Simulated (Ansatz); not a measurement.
This CrCoC4N4 structure is the end of a relaxation. The cell was found from a structure generator's guess, not taken from experiment.

Level of theory: Ansatz 0.2.0, DFT PBE, scalar-relativistic, plane waves, PAW. Cutoff 420 eV, Γ-centred mesh, Gaussian smearing, collinear spin.

```yaml
crystal:
  lattice:
    - [5.74517, 0.00000, 0.00000]
    - [0.00000, 5.74517, 0.00000]
    - [0.00000, 0.00000, 5.74517]
  atoms:
    - { symbol: Cr, position: [0.00000, 0.00000, 0.00000] }
    - { symbol: Co, position: [0.50000, 0.50000, 0.50000] }
    - { symbol: C, position: [0.19188, 0.19188, 0.19188] }
    - { symbol: C, position: [0.19188, 0.80812, 0.80812] }
    - { symbol: C, position: [0.80812, 0.19188, 0.80812] }
    - { symbol: C, position: [0.80812, 0.80812, 0.19188] }
    - { symbol: N, position: [0.31053, 0.31053, 0.31053] }
    - { symbol: N, position: [0.31053, 0.68947, 0.68947] }
    - { symbol: N, position: [0.68947, 0.31053, 0.68947] }
    - { symbol: N, position: [0.68947, 0.68947, 0.31053] }
```

Energies over the elements count from the elements' standard structures at the same level (N₂ as a molecule), with no fitted energy shifts.

(1) Find its symmetry and describe it.

(2) How far does it lie from the elements in energy?

(3) Is it a metal?

(4) Which magnetic moments does it keep?

(5) From what recipe could a structure generator have reached it?

## Answers

(1) P-43m (No. 215). Conventional cell: a = 5.745 Å. Cr is surrounded by 4 C at 1.91 Å; Co has 4 N at 1.89 Å; C has 1 N at 1.18 Å and 1 Cr at 1.91 Å; N is surrounded by 1 C at 1.18 Å and 1 Co at 1.89 Å.

(2) +0.50 eV/atom. A positive value: parting into the elements would lower its energy.

(3) Yes, bands cross the Fermi level on the 8×8×8 mesh.

(4) 0.30 μB per atom net, the space between the atoms included; by site: Cr 0.4; Co 2.1 μB.

(5) One such recipe: two interpenetrating cyanide-bridged diamond nets (P-43m, No. 215). Other recipes can lead to the same cell.

The last run used collinear spin, an 8×8×8 mesh for its 10-atom cell and Gaussian smearing of 0.10 eV. In such compounds of Co and Cr a zero gap at this level may well be an artefact, since no Hubbard U is applied. The reference form of C is held partly by dispersion forces, which this level lacks. Another magnetic order may lie lower. A structure relaxed within its symmetry needn't be a true minimum.
